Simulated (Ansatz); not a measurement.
A relaxed structure of CdO. Calculation: PBEsol (plane waves to 420 eV, PAW, scalar-relativistic; Ansatz, a first-principles code).

```xyz
2
Lattice="0.0000 2.3454 2.3454 2.3454 0.0000 2.3454 2.3454 2.3454 0.0000" Properties=species:S:1:pos:R:3 pbc="T T T"
O      0.0000     0.0000     0.0000
Cd     2.3454     2.3454     2.3454
```

Task: Find the space group and the Wyckoff positions (tolerance 0.01 Å).

Result: Space group Fm-3m (No. 225); a = 4.691 Å, b = 4.691 Å, c = 4.691 Å, α = 90.00°, β = 90.00°, γ = 90.00°

```csv
atom,site,symmetry,x,y,z
O,4a,m-3m,0.0000,0.0000,0.0000
Cd,4b,m-3m,0.5000,0.5000,0.5000
```

This is the rock salt type.

Task: Give the shortest distances between elements (the closest pairs, up to four, under 3.6 Å).

Result: Cd–O 2.35 Å; O–O 3.32 Å; Cd–Cd 3.32 Å.

| Quantity | Value |
|---|---|
| Volume per atom | 12.90 Å³ |
| Band gap | zero (metallic) |

No spin polarisation in the result.

Measured for CdO: a 4.696 Å (as listed in Priya Gopal et al., Physical Review B (2015)); gap 0.84 eV (0 K or low temperature; as listed in E. Menéndez-Proupin et al., Physical Review B (2004)). Computed minus measured — a: PBEsol -0.1 %; gap: PBEsol -0.84 eV. The computed values are for a static lattice, and a measured gap can be an optical one, lowered by exciton binding.

The run could not lose the symmetry of its start.

All atoms sit on sites fixed by symmetry, so only the cell could relax.
